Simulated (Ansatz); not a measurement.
Given:

MnGa:
```xyz
6
Lattice="4.9160 0.0000 0.0000 -2.4580 4.2574 0.0000 0.0000 0.0000 4.2226" Properties=species:S:1:pos:R:3 pbc="T T T"
Mn    -1.2290     2.1287     0.0000
Mn     2.4580     0.0000     0.0000
Mn     1.2290     2.1287     0.0000
Ga     2.4580     1.4191     2.1113
Ga     0.0000     2.8383     2.1113
Ga     0.0000     0.0000     0.0000
```

This is the PBE-relaxed structure.

Question: All from plane-wave PAW PBE (Ansatz code), unless another level is named. Predict the density of states at the Fermi level.

Answer: 0.74 states/eV per atom (mean over ±0.08 eV).

Question: And the formation energy from the elements (no fitted shifts)?

Answer: 15 meV/atom.

Space group P6/mmm. The start of the workflow was typed in or built on a structure type; neither database checked (COD, Materials Project) lists it. Its standing as an ambient phase is unchecked. Symmetry was held in the PBE relaxation; its stability against distortions is not shown here. The workflow began spin-polarised and lost its moments. The references are the lowest solids computed at this level, not always the standard phases. Scalar-relativistic: spin–orbit coupling is off unless named, which matters more the heavier the elements.

Potentials: the earlier of the program's two PAW sets.
